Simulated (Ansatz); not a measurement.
Zr$_{3}$N$_{4}$:
```
CELL_PARAMETERS angstrom
     -3.35130     3.35130     3.35130
      3.35130    -3.35130     3.35130
      3.35130     3.35130    -3.35130
ATOMIC_POSITIONS crystal
  N  0.14175 0.14175 0.14175
  N  0.85825 0.50000 0.00000
  N  0.50000 0.00000 0.35825
  N  0.00000 0.85825 0.50000
  N  0.35825 0.50000 0.00000
  N  0.64175 0.64175 0.64175
  N  0.00000 0.35825 0.50000
  N  0.50000 0.00000 0.85825
  Zr 0.25000 0.62500 0.37500
  Zr 0.37500 0.25000 0.62500
  Zr 0.75000 0.87500 0.12500
  Zr 0.12500 0.75000 0.87500
  Zr 0.62500 0.37500 0.25000
  Zr 0.87500 0.12500 0.75000
```

Cartesian axes are those of the cell as given.

Problem. Give the proper piezoelectric stress tensor with relaxed ions from the program Ansatz at the PBEsol level (PAW).

Solution. In C/m², rows x, y, z, Voigt columns; mesh uncertainty up to 0.02.
```
 0.00   0.00   0.00  -1.12   0.00   0.00
 0.00   0.00   0.00   0.00  -1.12   0.00
 0.00   0.00   0.00   0.00   0.00  -1.12
```

The elastic tensor of the same run (GPa):

```csv
,1,2,3,4,5,6
1,436,150,150,0.0,0.0,0.0
2,150,436,150,0.0,0.0,0.0
3,150,150,436,0.0,0.0,0.0
4,0.0,0.0,0.0,141,0.0,0.0
5,0.0,0.0,0.0,0.0,141,0.0
6,0.0,0.0,0.0,0.0,0.0,141
```

Problem. Convert to strain constants d = e·S.

Solution. In pC/N:
```
 0.0   0.0   0.0  -7.9   0.0   0.0
 0.0   0.0   0.0   0.0  -7.9   0.0
 0.0   0.0   0.0   0.0   0.0  -7.9
```

Space group I-43d. The PBEsol relaxation kept the symmetry of its start. No spin polarisation was allowed. Signs of piezoelectric constants follow the polarity of the cell as given.

Potentials: the later of the program's two PAW sets.
